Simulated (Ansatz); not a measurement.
Ta (hcp (Mg type), space group No. 194) at seven volumes, plane-wave PAW PBEsol (Ansatz code), shape and atoms relaxed at each. One row is withheld.

| V (Å³/atom) | P (GPa) |
|---|---|
| 16.482 | 22.40 |
| 17.026 | ? |
| 17.569 | 6.42 |
| 18.113 | -0.01 |
| 18.656 | -5.60 |
| 19.199 | -10.44 |
| 19.743 | -14.62 |

Question: Fit the shown pressures and predict the withheld one.

Answer: Third-order Birch–Murnaghan: P = (3/2)B₀(x^(7/2) − x^(5/2))[1 + (3/4)(B′ − 4)(x − 1)] with x = (V₀/V)^(2/3). Least squares on the six rows gives V₀ = 18.111 Å³/atom, B₀ = 199.3 GPa, B′ = 3.74. At V = 17.026, x = 1.0420 and P = 13.82 GPa. The run itself gave 13.81 GPa.

Space group P6_3/mmc (hcp (Mg type)). The start of the workflow was typed in or built on a structure type; the Crystallography Open Database copy checked does not list it. It is not the phase usual at ambient conditions (space group No. 229). Symmetry was held in the PBEsol relaxation. At this level the phase is dynamically unstable (imaginary phonons). No spin polarisation was allowed. Scalar-relativistic: spin–orbit coupling is off unless named, which matters more the heavier the elements.

Potentials: the earlier of the program's two PAW sets. The files were generated under PBE; for other functionals the program regenerates the frozen cores, and for LDA and PBEsol the local potential too.
